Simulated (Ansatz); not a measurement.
Ga$_{2}$AsP:
```
CELL_PARAMETERS angstrom
      1.96474     1.13434     6.42036
     -1.96474     1.13434     6.42036
      0.00000    -2.26869     6.42036
ATOMIC_POSITIONS crystal
  Ga 0.00239 0.00239 0.00239
  Ga 0.49751 0.49751 0.49751
  P  0.37496 0.37496 0.37496
  As 0.87514 0.87514 0.87514
```

Relaxed with r²SCAN.

Question: Give the Bader charges and basin volumes of the independent atoms, r²SCAN (plane waves, PAW; program Ansatz).

Answer: 

| atom | Bader charge (e) | Bader volume (Å³) |
|---|---|---|
| Ga1 | +0.88 | 15.6 |
| Ga2 | +0.80 | 15.7 |
| P3 | -0.90 | 26.6 |
| As4 | -0.78 | 27.9 |

Space group R3m. The workflow started from a Materials Project entry (that database holds measured and hypothetical structures alike); the Crystallography Open Database copy checked does not list it. With P and As taken as one species the cell has the higher symmetry F-43m, so it may be an ordered model of a mixed-site phase. Its standing as an ambient phase is unchecked. The cell was relaxed with r²SCAN under the symmetry of its start; whether a distortion lowers the energy is not shown.

Potentials: the later of the program's two PAW sets.
